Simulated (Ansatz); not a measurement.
Ba: an elastic constant from a strain scan

Level of theory: Ansatz 0.2.0, DFT PBE, scalar-relativistic, plane waves, PAW. The runs took a 420 eV cutoff, a Γ-centred 14×14×14 mesh and Gaussian smearing (0.15 eV). No spin polarisation. Energies are free energies at this smearing, counted from the undisturbed cell; pressure is positive in compression.

The undisturbed cell (as given, not relaxed at this level; it stands at 0.1 GPa):

```
Ba
1.0
    -2.50000    2.50000    2.50000
     2.50000   -2.50000    2.50000
     2.50000    2.50000   -2.50000
Ba
1
Direct
  0.00000 0.00000 0.00000
```

The cell is strained by ε times the Voigt pattern (0, 0, 0, 0, 0, 1) (xx, yy, zz, yz, xz, xy; engineering shear) with fractional coordinates fixed. The cell holds 1 atom in V0 = 62.50 Å³. The stress column is τ = (1/V0) dE/dε, got from the stress tensor σ (compression positive) at each point as −det(1 + εP) σ : P(1 + εP)⁻¹, with P the pattern as a tensor.

```
      ε  ΔE (meV/atom)  τ (GPa)
-0.0175          0.631   -0.185
-0.0150          0.463   -0.158
-0.0125          0.322   -0.132
-0.0100          0.206   -0.106
-0.0075          0.116   -0.079
-0.0050          0.051   -0.053
-0.0025          0.013   -0.026
 0.0000          0.000    0.000
 0.0025          0.013    0.026
 0.0050          0.051    0.053
 0.0075          0.116    0.079
 0.0100          0.206    0.106
 0.0125          0.322    0.132
 0.0150          0.463    0.158
 0.0175          0.631    0.185
 0.0200              ?        ?
```

**Question.** Which combination of elastic constants does this scan measure, and how large is it?

**Answer.** For small ε, τ = τ0 + Kε with K = pᵀCp, which for this pattern is C44 in the cubic axes. The parabola through τ at ε = -0.0025, 0 and 0.0025 has slope K = 10.6 GPa at zero. The energies per cell, E = NΔE, of the wider pair ε = ±0.0175 give K = 2[E(ε₊)/ε₊ − E(ε₋)/ε₋]/[(ε₊ − ε₋)V0] = 10.6 GPa, in agreement.

**Question.** Predict the withheld row at ε = 0.0200 from the harmonic law, and compare.

**Answer.** ΔE = V0(τ0 ε + Kε²/2)/N = 0.824 meV/atom and τ = 0.21 GPa. The calculation gives 0.824 meV/atom and 0.21 GPa, a miss of 0.01 meV/atom at most, so the harmonic law still holds here.

In a metal these slopes depend on the k mesh and the smearing.